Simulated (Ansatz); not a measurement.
**GaIr, one cell by several methods**

```
CELL_PARAMETERS angstrom
3.00400 0.00000 0.00000
0.00000 3.00400 0.00000
0.00000 0.00000 3.06408
ATOMIC_POSITIONS crystal
Ga 0.00000 0.00000 0.00000
Ir 0.50000 0.50000 0.50000
```

Atom numbers follow the list: Ga1, Ir2.

The conventional cell has a = 3.004 Å, b = 3.004 Å, c = 3.064 Å, α = 90.00°, β = 90.00°, γ = 90.00°. Ga (atom 1) has 8 Ir at 2.62 Å and 4 Ga at 3.00 Å as nearest neighbours. Ir (atom 2) is surrounded by 8 Ga at 2.62 Å and 4 Ir at 3.00 Å.

The cell is COD entry 1523837, as deposited and not checked against the literature; nothing was relaxed. The listed cell was then made from it by scaling, straining or moving an atom.

No spin–orbit coupling, which matters for the heavy atoms here.

Methods: DFT, PBEsol, PAW with Ansatz's default frozen-core files, scalar-relativistic (Ansatz 0.2.0); DFT, PBEsol, all-electron PAW with datasets made for the crystal, scalar-relativistic (Ansatz 0.2.0); DFT, PBEsol, all-electron LAPW, scalar-relativistic (Ansatz 0.2.0).

For PAW: a Γ-centred 12×12×12 k mesh, Fermi–Dirac smearing of 0.05 eV, cutoff 420 eV, no spin polarisation; the PAW files were made with PBE, and the program remakes their frozen cores for this functional. The crystal-made all-electron datasets (AE datasets) take a cutoff of 300 eV at this cell. LAPW targets a basis error of 0.25 meV/atom. The Ansatz runs share mesh, smearing and spin set-up. Plane-wave (PAW) pressures include the program's estimate of the Pulay term.

Stress and pressure are positive in compression.

No spin–orbit coupling: at heavy atoms the gradients can be off by tens of per cent for that reason.

In a metal, gradients converge slowly with the k mesh: the values move by tens of per cent from one mesh to another, at times in sign, so only the comparison on one mesh counts.

```tsv
quantity	PAW	AE datasets	LAPW
pressure (GPa)	?	-0.90	-0.91
stress xx (GPa)	?	-0.69	-0.69
stress zz (GPa)	-1.38	-1.33	-1.33
field gradient Vzz at Ir2 (10²¹ V/m²)	?	2.93	–
```

(1) What belongs in the row "field gradient Vzz at Ir2 (10²¹ V/m²)", column "PAW"?

(2) Fill in "PAW" for the row "stress xx (GPa)".

(3) What belongs in the row "pressure (GPa)", column "PAW"?

Answers

(1) 2.98.

(2) -0.74.

(3) -0.96.
